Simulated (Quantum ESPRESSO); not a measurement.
Field gradients of CdIn2O4 from the PAW reconstruction of the field gradient on a scalar-relativistic PBE ground state (a modified build of Quantum ESPRESSO, JTH datasets), 22.5 Ha, k-mesh 4×4×4 through Γ:

```
CELL_PARAMETERS angstrom
      0.00000     4.58300     4.58300
      4.58300     0.00000     4.58300
      4.58300     4.58300     0.00000
ATOMIC_POSITIONS crystal
  In 0.62500 0.62500 0.62500
  In 0.12500 0.62500 0.62500
  In 0.62500 0.62500 0.12500
  In 0.62500 0.12500 0.62500
  O  0.86255 0.86255 0.86255
  O  0.83765 0.38745 0.38745
  O  0.86255 0.86255 0.41235
  O  0.38745 0.83765 0.38745
  O  0.41235 0.86255 0.86255
  O  0.38745 0.38745 0.38745
  O  0.86255 0.41235 0.86255
  O  0.38745 0.38745 0.83765
  Cd 0.00000 0.00000 0.00000
  Cd 0.25000 0.25000 0.25000
```
The cell was made here from an entry of the Crystallography Open Database (unchecked): atoms relaxed with PBE in the measured cell (PBE without dispersion, pw.x of Quantum ESPRESSO, symmetry kept).  Stability against distortions was not tested.

Vzz is the sum of three terms, each taken along its main axis: the smooth valence density, the ions (nucleus and frozen core) with the augmentation charges of all other spheres, and the all-electron minus smooth density in the atom's own sphere. The split hangs on the datasets.  Cores are frozen. Against all-electron runs on small test molecules, this scheme's |Vzz| missed by −17 % on In, −2 to +6 % on O. Spin–orbit coupling is left out, a limit on In.

```json
[
 {"site": "In (atoms 1, 2, 3, 4)", "smooth valence density": "-0.217", "ions and other spheres": "0.219", "own sphere": "(withheld)", "Vzz (a.u.)": "(withheld)"},
 {"site": "O (atoms 5, 6, 7, 8, 9, 10, …)", "smooth valence density": "-0.079", "ions and other spheres": "0.127", "own sphere": "(withheld)", "Vzz (a.u.)": "(withheld)"}
]
```

**Question.** Some entries are withheld; supply them.

**Answer.** 
- In (atoms 1, 2, 3, 4), own sphere: -0.517
- In (atoms 1, 2, 3, 4), Vzz (a.u.): -0.516
- O (atoms 5, 6, 7, 8, 9, 10, …), own sphere: 0.139
- O (atoms 5, 6, 7, 8, 9, 10, …), Vzz (a.u.): 0.187
